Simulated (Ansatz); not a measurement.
## 5 guesses for Mg3SnN2 and where they end

Computed with DFT PBE, scalar-relativistic, plane waves, PAW (Ansatz). All cells share a 420 eV cutoff and Γ-centred k meshes spaced at most about 0.3 Å⁻¹ (about 0.25 or finer for metals, 2π included). No spin polarisation in the final relaxations.

Each guess was relaxed in cell and atoms at zero pressure, within the symmetry of its start. All energies are static (0 K, no zero-point motion). Coordination counts N atoms around Mg and Sn (those within 1.25 times the shortest such distance or 1.15 times the sum of covalent radii; a plus sign parts nearer from farther groups; the shortest distance is added where it is long for a bond; a slash parts the counts of unlike sites).

| guess | made from | start group | V start (Å³/atom) | end group | V end (Å³/atom) | coordination at the end | gap on mesh (eV) | E over the lowest end (meV/atom) |
| --- | --- | --- | --- | --- | --- | --- | --- | --- |
| 1 | random cell | P6/mmm | 18.6 | P6/mmm | 56.5 | Mg 4+8 from 5.8 Å, Sn 2+2 from 5.0 Å | 0 | 526 |
| 2 | Hf2CuSb3 type | P-4m2 | 15.3 | P-4m2 | 15.1 | Mg 1/4 from 2.8 Å, Sn 4 from 2.8 Å | 0 | 585 |
| 3 | Tb2Al3Fe type | R-3m | 17.3 | ? | ? | ? | ? | ? |
| 4 | random cell | I4/mmm | 18.0 | I4/mmm | 24.4 | Mg 2/8 from 3.6 Å, Sn 2 | 0 | 1159 |
| 5 | NdB2Rh3 type | P6/mmm | 15.7 | P6/mmm | 14.4 | Mg 4, Sn 6 from 3.3 Å | 0 | 0 |

Guess 3 as it starts:

```yaml
crystal:
  lattice:
    - [2.67065, 1.54190, 4.20519]
    - [-2.67065, 1.54190, 4.20519]
    - [0.00000, -3.08381, 4.20519]
  atoms:
    - { symbol: Mg, position: [0.00000, 0.50000, 0.00000] }
    - { symbol: Mg, position: [0.50000, 0.00000, 0.00000] }
    - { symbol: Mg, position: [0.00000, 0.00000, 0.50000] }
    - { symbol: Sn, position: [0.00000, 0.00000, 0.00000] }
    - { symbol: N, position: [0.62572, 0.62572, 0.62572] }
    - { symbol: N, position: [0.37428, 0.37428, 0.37428] }
```

Q: Fill in the missing row: what does this guess relax into, and where does it rank?

A: It ends in space group R-3m (No. 166), with a = 6.794 Å, c = 14.649 Å, 32.5 Å³/atom and no gap. It lies 0.51 eV/atom over the lowest end, above guess 5 and below guess 1. Counting N atoms around Mg and Sn, this end has Mg 2, Sn 2 and the lowest (guess 5) has Mg 4, Sn 6 from 3.3 Å.

```
Mg Sn N
1.0
     3.39687    1.96118    4.88306
    -3.39687    1.96118    4.88306
     0.00000   -3.92237    4.88306
Mg Sn N
3 1 2
Cartesian
  -1.6984 0.9806 2.4415
  1.6984 0.9806 2.4415
  0.0000 -1.9612 2.4415
  0.0000 0.0000 0.0000
  0.0000 0.0000 12.2038
  0.0000 0.0000 2.4454
```

Formation energies are uncorrected and refer to the elements' standard structures at the same level (N₂ as a molecule). The references include grey tin.

Q: Is the lowest end bound against the elements?

A: Yes: its formation energy is −0.24 eV/atom. A negative formation energy is needed for stability but isn't enough: competing phases decide.

Weakly bound directions are ill-defined at this level, which has no dispersion term (P6/mmm at 56.5 Å³/atom), and this can change margins and order among such cells. Cells relaxed within their symmetry can be saddle points. A lower structure may well exist outside this small set. Some candidate types were left out of the draw beforehand, so a known form may be missing.
